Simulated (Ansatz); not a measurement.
A geometry of Ag away from equilibrium: the start of the relaxation of a relaxed Ag cell, doubled along one cell vector, shaken by Gaussian noise of σ = 0.08 Å a coordinate. Level of theory: PBE (plane waves to 420 eV, PAW, scalar-relativistic; Ansatz, an electronic-structure program). Γ-centred k-mesh 13×7×9 on the run's cell (coarser than for final values), Fermi–Dirac smearing 0.05 eV.

```xyz
4
Lattice="-2.6624 2.6624 1.3944 5.3248 -5.3248 2.7888 2.6624 2.6624 -1.3944" Properties=species:S:1:pos:R:3:forces:R:3 pbc="T T T" free_energy=-30361.350 pressure_GPa=1.2
Ag    -0.0325     2.7161     0.6781    0.1080   -0.8637    0.1612
Ag     2.7002    -0.0414     2.0732   -0.1989    1.0454   -0.0029
Ag    -0.0622    -0.0838     0.1167    0.3020    0.8100   -0.1041
Ag     2.7333    -2.5373     1.4899   -0.2111   -0.9918   -0.0542
```

Positions in Å, forces in eV/Å, free energy of the cell in eV (comparable only within this code, potentials and settings). Largest force: 1.06 eV/Å, on Ag2 (atoms numbered as listed); the geometry lies 0.28 eV/atom above the end of its relaxation.

No spin polarisation in the result.

Of the parent cell (I4₁/amd (No. 141)): it is a generated cell of Ag: the first start was made by placing the elements on the sites of a structure type, and the end was not matched to a known phase here, so it may be hypothetical. Known forms of Ag include space group No. 225.
